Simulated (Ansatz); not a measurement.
TiOs, one cell by several methods

```xyz
2
Lattice="3.0800 0.0000 0.0000 0.0000 3.0800 0.0000 0.0000 0.0000 3.0800" Properties=species:S:1:pos:R:3 pbc="T T T"
Ti    1.5400    1.5400    1.5400
Os    0.0000    0.0000    0.0000
```

Atom numbers follow the list: Ti1, Os2.

The geometry is COD entry 1537945, unchecked; take it as a test cell.

Spin–orbit coupling is left out, though it moves levels of the heavy atoms by tenths of an eV or more.

All numbers are computed: DFT, PBEsol, PAW with Ansatz's default frozen-core files, scalar-relativistic (Ansatz 0.2.0); DFT, PBEsol, all-electron PAW with datasets made for the crystal, scalar-relativistic (Ansatz 0.2.0); DFT, PBEsol, all-electron LAPW, scalar-relativistic (Ansatz 0.2.0).

For PAW: a Γ-centred 13×13×13 k mesh, Fermi–Dirac smearing of 0.03 eV, cutoff 420 eV, no spin polarisation; the PAW files were made with PBE, and the program remakes their frozen cores for this functional. The crystal-made all-electron datasets (AE datasets) take a cutoff of 460 eV at this cell. LAPW targets a basis error of 0.5 meV/atom. The Ansatz runs share mesh, smearing and spin set-up. Plane-wave (PAW) pressures include the program's estimate of the Pulay term.

Stress and pressure are positive in compression.

Levels count from the Fermi level.

| quantity | PAW | AE datasets | LAPW |
| --- | --- | --- | --- |
| pressure (GPa) | -4.59 | -4.60 | -4.60 |
| highest filled level at Γ (eV) | -1.340 | -1.340 | -1.340 |
| lowest empty level at Γ (eV) | 1.843 | 1.844 | 1.844 |
| highest filled level at M (eV) | -3.185 | -3.185 | -3.185 |
| lowest empty level at M (eV) | 0.882 | 0.882 | 0.882 |

PAW's pressure differs from the LAPW value by about 0.01 GPa or less. Datasets made for the crystal and LAPW share parts of one code, so their agreement isn't an independent check.
